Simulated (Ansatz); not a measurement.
Data:

Ta:
Space group Im-3m (No. 229); a = b = c = 3.3050 Å, α = β = γ = 90.00°

```csv
atom,site,symmetry,x,y,z
Ta,2a,m-3m,0.0000,0.0000,0.0000
```
(The calculation used a cell of 1 atom; values per cell refer to that cell.)

This is the r²SCAN-relaxed structure.

Task: All from the program Ansatz at the r²SCAN level (PAW), unless another level is named. Estimate the Debye temperature from the elastic constants.

Result: 254 K.

Task: Next, the elastic constants (relaxed ions, GPa)?

Result: C11 = 275, C12 = 166, C44 = 74.5.

The r²SCAN relaxation kept the symmetry of its start. The run is not spin-polarised. As this level gives no gap, shear constants depend on the k-mesh and smearing (Fermi–Dirac, 0.1 eV here). Spin–orbit coupling is left out wherever it is not named.

Potentials: the later of the program's two PAW sets.
